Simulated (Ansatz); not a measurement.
AlOs:
```
AlOs
1.0
    2.99689     0.00000     0.00000
    0.00000     2.99689     0.00000
    0.00000     0.00000     2.99689
Al Os
1 1
Direct
  0.50000   0.50000   0.50000
  0.00000   0.00000   0.00000
```

Relaxed with r²SCAN. Special points in fractions of this cell's reciprocal vectors: Γ (0.000, 0.000, 0.000); X (0.000, 0.500, 0.000); M (0.500, 0.500, 0.000); R (0.500, 0.500, 0.500).

### Question
List the band energies nearest the Fermi level at these points for DFT-r²SCAN in the program Ansatz with PAW potentials.

### Answer
In eV from the Fermi level; about four levels below and three above (degenerate sets whole), none deeper than 8.9 eV; … stands for higher levels left out; points with the same levels are listed once.

```json
[
 {"k": "Γ", "below": "-4.30 -4.30", "above": "0.43 0.43 0.43"},
 {"k": "X", "below": "-6.13 -3.31 -1.92 -1.92", "above": "0.78 2.87 7.22"},
 {"k": "M", "below": "-1.98 -1.98 -1.37 -1.37", "above": "2.43 4.82 …"},
 {"k": "R", "below": "-5.54 -5.54 -5.54", "above": "2.57 2.57 2.78"}
]
```

Space group Pm-3m (CsCl type). The cell is a constructed one: a structure type filled with these elements; the Crystallography Open Database copy checked does not list it. Its standing as an ambient phase is unchecked. The cell was relaxed with r²SCAN under the symmetry of its start; whether a distortion lowers the energy is not shown. No spin polarisation was allowed. Scalar-relativistic: spin–orbit coupling is off unless named, which matters more the heavier the elements.

Potentials: the earlier of the program's two PAW sets.
